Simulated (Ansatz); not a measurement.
CdGeAs₂:
```
CELL_PARAMETERS angstrom
     -2.99052     2.99052     5.64934
      2.99052    -2.99052     5.64934
      2.99052     2.99052    -5.64934
ATOMIC_POSITIONS crystal
  Cd 0.75000 0.25000 0.50000
  Cd 0.00000 0.00000 0.00000
  Ge 0.25000 0.75000 0.50000
  Ge 0.50000 0.50000 0.00000
  As 0.15371 0.12500 0.52871
  As 0.59629 0.62500 0.47129
  As 0.37500 0.84629 0.97129
  As 0.87500 0.40371 0.02871
```

Relaxed with r²SCAN. Special points in fractions of this cell's reciprocal vectors: Γ (0.000, 0.000, 0.000); X (0.000, 0.000, 0.500); P (0.250, 0.250, 0.250); N (0.000, 0.500, 0.000); M (0.500, 0.500, -0.500); S (0.320, 0.680, -0.320); S0 (-0.320, 0.320, 0.320); R (-0.140, 0.140, 0.500); G (0.500, 0.500, -0.140).

Question: List the band energies nearest the valence-band maximum at these points for r²SCAN in the plane-wave PAW code Ansatz.

Answer: In eV from the valence-band maximum; about four levels below and three above (degenerate sets whole), none deeper than 8.9 eV; points with the same levels are listed once.

| k | below | above |
|---|---|---|
| Γ | -2.28 -2.28 -0.23 -0.23 0.00 | 0.10 1.51 1.92 |
| X | -1.20 -1.20 -0.68 -0.68 | 0.89 0.89 2.71 2.71 |
| P | -1.13 -1.13 -1.07 -1.07 | 1.56 1.56 2.30 2.30 |
| N | -2.21 -1.64 -1.34 -0.75 | 1.96 2.21 2.88 |
| M | -2.00 -2.00 -1.10 -1.10 | 1.56 1.56 1.84 1.84 |
| S | -2.19 -1.87 -1.11 -0.58 | 1.58 2.18 2.33 |
| R | -1.29 -1.29 -0.98 -0.98 | 1.28 1.28 3.16 3.16 |

Space group I-42d (chalcopyrite). The r²SCAN relaxation kept the symmetry of its start. Scalar-relativistic: spin–orbit coupling is off unless named, which matters more the heavier the elements.

Potentials: the later of the program's two PAW sets.
